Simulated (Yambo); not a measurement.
A G0W0@PBEsol run in Yambo for CsCdCl3 (cubic perovskite, space group Pm-3m, No. 221) (2×2×2 Γ-centred k mesh, bands 9 to 312 and a 6 Ry block in the screening, 312 bands in G with the Bruneval-Gonze terminator, plasmon pole fitted at 27.2 eV) gives these matrix elements, in eV, at the band edges (R → Γ):

```tsv
state	E0	<Vxc>	<Σx>	<Σc(E0)>	Z
valence edge	0.000	-16.951	-20.914	2.590	0.801
conduction edge	1.623	-12.553	-8.028	-3.223	0.831
```

Task: Solve the linearised quasiparticle equation for both states, give the gap, and say how exchange and correlation each act on it.

Result: E = E0 + Z(Σx + Σc − Vxc). Valence: 0.000 + 0.801 × (-20.914 + (2.590) − (-16.951)) = -1.10 eV. Conduction: 1.623 + 0.831 × (-8.028 + (-3.223) − (-12.553)) = 2.71 eV. The gap is 3.81 eV, against 1.62 eV in PBEsol. Replacing Vxc by bare exchange alone would open it by 8.49 eV; correlation takes back 5.81 eV of that, and Z scales what is left. Nearest settings tried, and what they do to the gap: 206 bands in W, 206 bands in G: +140 meV; 5 Ry block (203 vectors against 257): -23 meV. Not varied: mesh. So the settings aren't converged at that level. The k mesh is coarse. The cell is held in this high symmetry; tilts and polar distortions were not searched.

Spin-orbit coupling is included.

Geometry of the Materials Project entry, not relaxed at this level; primitive cell a = b = c = 5.264 Å, α = β = γ = 90.00°.
